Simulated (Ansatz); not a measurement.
In r²SCAN (plane waves, PAW; program Ansatz), Zr₂GeB₂ in the hexagonal phase (P-6m2; Zr on 2h, Ge on 1a, B on 1b, B on 1f) relaxes to a = 3.202 Å, c = 7.878 Å. Its formation energy from the elements is -0.89 eV/atom, with no fitted shifts.

Electronic character: metallic (no gap). Gap from r²SCAN with spin–orbit coupling: none (metallic).

The bulk modulus is 168 GPa. Bader charges are Zr +1.43, Ge -1.03, B -0.94 to -0.89 e.

The start of the workflow was typed in or built on a structure type; neither database checked (COD, Materials Project) lists it. Whether it is the stable phase at ambient conditions was not checked. The cell was relaxed with r²SCAN under the symmetry of its start; whether a distortion lowers the energy is not shown. The run is not spin-polarised. The references are the lowest solids computed at this level, not always the standard phases. Spin–orbit coupling is left out wherever it is not named.

Potentials: the earlier of the program's two PAW sets. The files were generated under PBE; for other functionals the program regenerates the frozen cores, and for LDA and PBEsol the local potential too.
